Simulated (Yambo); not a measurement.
K3RhF6 (space group Fm-3m, No. 225), G0W0@LDA (Yambo, plasmon pole, terminator in G, 2×2×2 mesh): gap X → X in eV by bands and screening block.

```json
[
 {"bands (W and G)": "85", "2 Ry": "6.61", "3 Ry": "___", "5 Ry": "6.07", "6 Ry": "6.07", "8 Ry": "6.11"},
 {"bands (W and G)": "127", "2 Ry": "___", "3 Ry": "6.11", "5 Ry": "5.95", "6 Ry": "5.95", "8 Ry": "5.98"},
 {"bands (W and G)": "184", "2 Ry": "6.41", "3 Ry": "6.04", "5 Ry": "5.87", "6 Ry": "5.87", "8 Ry": "5.90"},
 {"bands (W and G)": "255", "2 Ry": "6.39", "3 Ry": "6.03", "5 Ry": "___", "6 Ry": "5.85", "8 Ry": "5.87"},
 {"bands (W and G)": "328", "2 Ry": "6.40", "3 Ry": "6.03", "5 Ry": "5.85", "6 Ry": "5.84", "8 Ry": "5.84"}
]
```

Question: Estimate the withheld gaps from their neighbours; the computed values follow.

Answer: 
- 85, 3 Ry: 6.22
- 127, 2 Ry: 6.48
- 255, 5 Ry: 5.86

The largest settings aren't shown to be the converged limit.

Spin-orbit coupling is not included.

Geometry of the Materials Project entry, not relaxed at this level; primitive cell a = b = c = 6.237 Å, α = β = γ = 60.00°.

The structure is a Materials Project entry; no match was found in the copy of COD used, and its stability was not checked.
